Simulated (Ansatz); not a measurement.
Relaxed-ion elastic tensor of ScTaN₂ in space group P6_3/mmc (No. 194; Sc on 2a, Ta on 2c, N on 4f) in GPa (Voigt order), plane-wave PAW r²SCAN (Ansatz code); density 9.83 g/cm³, 10.72 Å³ per atom.

```csv
,1,2,3,4,5,6
1,584,159,138,0.0,0.0,0.0
2,159,584,138,0.0,0.0,0.0
3,138,138,585,0.0,0.0,0.0
4,0.0,0.0,0.0,203,0.0,0.0
5,0.0,0.0,0.0,0.0,203,0.0
6,0.0,0.0,0.0,0.0,0.0,213
```

### Question
Is the crystal mechanically stable?

### Answer
Yes: the smallest eigenvalue of C is 203 GPa.

### Question
Work out the Voigt, Reuss and Hill averages.

### Answer
K_V = 292, K_R = 292, K_H = 292; G_V = 212, G_R = 211, G_H = 211 GPa.

### Question
Give Young's modulus, Poisson's ratio, Pugh's ratio and the universal anisotropy index.

### Answer
E = 9KG/(3K + G) = 511 GPa; ν = 0.21; K/G = 1.38 (brittle by the Pugh limit of 1.75); A_U = 5G_V/G_R + K_V/K_R − 6 = 0.01.

### Question
Estimate the sound speeds and the Debye temperature.

### Answer
v_l = √((K + 4G/3)/ρ) = 7640 m/s, v_t = √(G/ρ) = 4640 m/s, mean 5120 m/s; Θ = (h/k)(3n/4πV)^(1/3) v_m = 692 K.

### Question
Solve the Christoffel equation for the three sound speeds along x, y, z.

### Answer
Eigenvalues of C_ijkl n_j n_l equal ρv². In km/s, slowest first: x 4.54, 4.65, 7.71; y 4.54, 4.65, 7.71; z 4.54, 4.54, 7.71.

### Question
How much does each axis shrink under pressure?

### Answer
Linear compressibilities β_i = Σ_j S_ij (j = 1 to 3): x 1.1, y 1.1, z 1.2 per TPa.

The workflow started from a Materials Project entry (that database holds measured and hypothetical structures alike); the Crystallography Open Database copy checked does not list it. Whether it is the stable phase at ambient conditions was not checked. Symmetry was held in the r²SCAN relaxation; whether a distortion lowers the energy is not shown. No spin polarisation was allowed. As this level gives no gap, shear constants depend on the k-mesh and smearing (Fermi–Dirac, 0.1 eV here). Scalar-relativistic: spin–orbit coupling is off unless named, which matters more the heavier the elements.

Potentials: the later of the program's two PAW sets.
